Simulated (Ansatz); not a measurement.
## NaGa₃: do energies and stresses tell the same story?

These are results of Ansatz 0.2.0, DFT r2SCAN, scalar-relativistic, plane waves, PAW, not measurements.

Settings: cutoff 500 eV, Γ-centred mesh 10×10×10 on the computed 4-atom cell, Gaussian smearing of 0.10 eV; no spin polarisation.

Relaxed cell: Pm-3m, a = 4.206 Å, b = 4.206 Å, c = 4.206 Å, α = 90.00°, β = 90.00°, γ = 90.00°, 4 atoms in the primitive cell. Whether it is the stable form of this composition wasn't checked.

Energies at zero smearing and pressures from the stress tensor, at volumes with shape and atoms relaxed:
```tsv
V (Å³/atom)	E − E(first) (meV/atom)	P (GPa)
17.483	0.00	3.12
18.041	-7.65	1.40
18.599	-9.81	0.01
19.157	-7.63	-1.13
19.715	-1.89	-2.09
```

Question: Check P = −dE/dV between neighbouring volumes, and get the bulk modulus from the pressures alone.

Answer: With 1 eV/Å³ = 160.2 GPa:
```json
{"middle V (Å³/atom)": "17.762", "−ΔE/ΔV (GPa)": "2.196", "mean P (GPa)": "2.262"}
{"middle V (Å³/atom)": "18.320", "−ΔE/ΔV (GPa)": "0.621", "mean P (GPa)": "0.708"}
{"middle V (Å³/atom)": "18.878", "−ΔE/ΔV (GPa)": "-0.627", "mean P (GPa)": "-0.558"}
{"middle V (Å³/atom)": "19.436", "−ΔE/ΔV (GPa)": "-1.647", "mean P (GPa)": "-1.610"}
```

The two differ by 0.09 GPa at most. The mean of two end pressures misses the average over a step by about ΔV² P″/12, up to 0.03 GPa here; with that taken off 0.06 GPa remains. The stress is the derivative of the free energy, not of the energy at zero smearing, and with free energies 0.00 GPa remains. Around V = 18.599 Å³/atom, the two neighbours give B = −V ΔP/ΔV = 18.599 × 2.53 / 1.116 = 42.2 GPa, against B0 = 42.2 GPa from the Birch–Murnaghan fit of the energies.